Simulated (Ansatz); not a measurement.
Values for one crystal, relaxed and computed with the program Ansatz at the PBE level (PAW); other levels are named.

```yaml
volume_per_atom: 10.52 Å³
electronic_character: metallic (no gap)
Pressure derivative B′: 4.3
Bulk modulus (Birch–Murnaghan fit): 382 GPa
Gap with spin–orbit coupling: none (metallic)
Formation energy from the elements (no fitted shifts): -0.15 eV/atom
Density of states at the Fermi level: 0.14 states/eV per atom (mean over ±0.08 eV)
```

Task: Which of these materials gives this?
A) InAs, zinc blende
B) Si2W, MoSi2 or CaC2 type
C) MoP, P-6m2 (Mo on 1a, P on 1d)
D) WC, P-6m2 (W on 1a, C on 1f)

Result: D, WC, P-6m2 (W on 1a, C on 1f)

Symmetry was held in the PBE relaxation. The run is not spin-polarised. The references are the lowest solids computed at this level, not always the standard phases. Spin–orbit coupling is left out wherever it is not named.

Potentials: the earlier of the program's two PAW sets.
